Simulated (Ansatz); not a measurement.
Cu₃Ge:
```
Cu3Ge
1.0
    4.17250     0.00000     0.00000
    0.00000     5.24642     0.00000
    0.00000     0.00000     4.52054
Cu Ge
6 2
Direct
  0.00000   0.50000   0.16463
  0.50000   0.00000   0.83537
  0.50000   0.24856   0.33650
  0.50000   0.75144   0.33650
  0.00000   0.25144   0.66350
  0.00000   0.74856   0.66350
  0.50000   0.50000   0.82479
  0.00000   0.00000   0.17521
```

Relaxed with r²SCAN.

Problem. Tabulate the valence density and the electron localisation function along the shortest Cu–Ge contact (2.57 Å), the program Ansatz at the r²SCAN level (PAW).

Solution. 

| distance from Cu (Å) | density (e/Å³) | ELF |
|---|---|---|
| 0.26 | 37.20 | 0.78 |
| 0.38 | 18.03 | 0.55 |
| 0.51 | 7.47 | 0.34 |
| 0.64 | 3.00 | 0.23 |
| 0.77 | 1.26 | 0.19 |
| 0.90 | 0.59 | 0.17 |
| 1.03 | 0.38 | 0.18 |
| 1.15 | 0.33 | 0.26 |
| 1.28 | 0.32 | 0.38 |
| 1.41 | 0.35 | 0.44 |
| 1.54 | 0.41 | 0.42 |
| 1.67 | 0.54 | 0.39 |
| 1.80 | 0.84 | 0.34 |
| 1.92 | 1.63 | 0.24 |
| 2.05 | 4.06 | 0.12 |
| 2.18 | 11.23 | 0.04 |
| 2.31 | 26.65 | 0.01 |

The density is the valence pseudo-density with augmentation charge, so density and ELF within about 1 Å of a nucleus are not all-electron values.

Space group Pmmn. The workflow started from a Materials Project entry (that database holds measured and hypothetical structures alike); the Crystallography Open Database copy checked does not list it. Its standing as an ambient phase is unchecked. Symmetry was held in the r²SCAN relaxation; of distortions, only those at the zone centre were tested. The run is not spin-polarised.

Potentials: the later of the program's two PAW sets.
